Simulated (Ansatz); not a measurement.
Antifluorite alloy of Li2S and Na2S (40 of 64 Li sites exchanged), 96 atoms

Ansatz, PAW, plane waves. PBEsol relaxation of volume and atoms (shape held) at the single k point (¼, ¼, ¼) without its symmetry partners; single points on the relaxed atoms at the single k point (¼, ¼, ¼) without its symmetry partners, onto which points of the small cell's zone fold. Arrangement: clustered. No spin–orbit coupling unless named.

Relaxed structure:

```
CELL_PARAMETERS angstrom
12.42012 0.00000 0.00000
0.00000 12.42012 0.00000
0.00000 0.00000 12.42012
ATOMIC_POSITIONS crystal
Li 0.36837 0.12499 0.11604
Li 0.37372 0.11277 0.63099
Li 0.36686 0.62893 0.12402
Li 0.88104 0.12237 0.11880
Li 0.13541 0.37114 0.11631
Li 0.12952 0.87900 0.12353
Li 0.13689 0.87697 0.62750
Li 0.12873 0.11429 0.36859
Li 0.12757 0.12669 0.88802
Li 0.12912 0.62887 0.88041
Li 0.62099 0.12171 0.87954
Li 0.12866 0.12121 0.12369
Li 0.13479 0.62899 0.11776
Li 0.61942 0.12437 0.11718
Li 0.36364 0.87727 0.37363
Li 0.36972 0.88161 0.87942
Li 0.37039 0.37240 0.12101
Li 0.36136 0.87963 0.12523
Li 0.37034 0.87978 0.62939
Li 0.37029 0.11748 0.87735
Li 0.88070 0.12432 0.88278
Li 0.12632 0.37258 0.88285
Li 0.13186 0.87935 0.37032
Li 0.13503 0.88090 0.87997
Na 0.36743 0.63033 0.62876
Na 0.88381 0.12483 0.62949
Na 0.88660 0.62585 0.12280
Na 0.87922 0.62862 0.62835
Na 0.12395 0.36859 0.63034
Na 0.62558 0.36931 0.12150
Na 0.62023 0.36986 0.62871
Na 0.61521 0.88261 0.12092
Na 0.62195 0.87998 0.63016
Na 0.13102 0.62870 0.36843
Na 0.61745 0.12480 0.36960
Na 0.62029 0.62850 0.37290
Na 0.61725 0.62658 0.87938
Na 0.13302 0.11725 0.63436
Na 0.12800 0.63053 0.62578
Na 0.62074 0.12104 0.62719
Na 0.61841 0.62874 0.12712
Na 0.62008 0.62909 0.62817
Na 0.37201 0.37032 0.36541
Na 0.36627 0.36782 0.88241
Na 0.88015 0.37016 0.37096
Na 0.87865 0.37102 0.88267
Na 0.88140 0.87858 0.36814
Na 0.88440 0.88265 0.87949
Na 0.36872 0.36714 0.62988
Na 0.88561 0.36722 0.12204
Na 0.87731 0.37249 0.63069
Na 0.88216 0.88222 0.12102
Na 0.88524 0.87979 0.62831
Na 0.36809 0.11743 0.36667
Na 0.36824 0.62887 0.37107
Na 0.36547 0.63033 0.88329
Na 0.88261 0.12253 0.37011
Na 0.88064 0.62909 0.37161
Na 0.88569 0.62716 0.87715
Na 0.12929 0.36876 0.36604
Na 0.62206 0.37245 0.37014
Na 0.61896 0.36534 0.88004
Na 0.61623 0.87976 0.37153
Na 0.61944 0.88324 0.87918
S 0.01430 0.01137 0.00096
S 0.01925 0.99483 0.49449
S 0.02405 0.49972 0.00067
S 0.00459 0.49914 0.49858
S 0.48403 0.01099 0.99999
S 0.48181 0.99467 0.50499
S 0.48660 0.49915 0.01109
S 0.49348 0.49894 0.50039
S 0.24366 0.24160 0.00709
S 0.24911 0.23830 0.49878
S 0.24379 0.76072 0.00658
S 0.24978 0.77103 0.49962
S 0.75081 0.22791 0.00030
S 0.75062 0.24634 0.49956
S 0.75085 0.75181 0.00060
S 0.75075 0.75576 0.49967
S 0.24236 0.99353 0.24216
S 0.25758 0.99314 0.75997
S 0.25047 0.49940 0.22726
S 0.23802 0.49912 0.76269
S 0.74843 0.01130 0.23723
S 0.75308 0.01170 0.76262
S 0.75294 0.49965 0.24642
S 0.74852 0.49942 0.75572
S 0.01413 0.23590 0.23776
S 0.00918 0.24182 0.77089
S 0.01853 0.75799 0.24102
S 0.02102 0.76051 0.75892
S 0.49030 0.24153 0.22997
S 0.48941 0.23094 0.75869
S 0.47857 0.76031 0.24269
S 0.48577 0.76250 0.75486
```

Task: What are the mean bond lengths by pair (pairs within 1.2 times the sum of covalent radii, less contacts 15 % beyond the pair's median; cation–cation pairs of compounds aside; long ionic contacts are cut short by that bound)?

Result: Li–S 2.578 ± 0.067 Å (standard deviation, 95 bonds); Na–S 2.760 ± 0.049 Å (standard deviation, 160 bonds).

Task: What gap lies between the top filled and the lowest empty level in the single points?

Result: r²SCAN 3.86 eV (9.5 s on NVIDIA H100). Away from Γ this isn't the crystal's band gap.
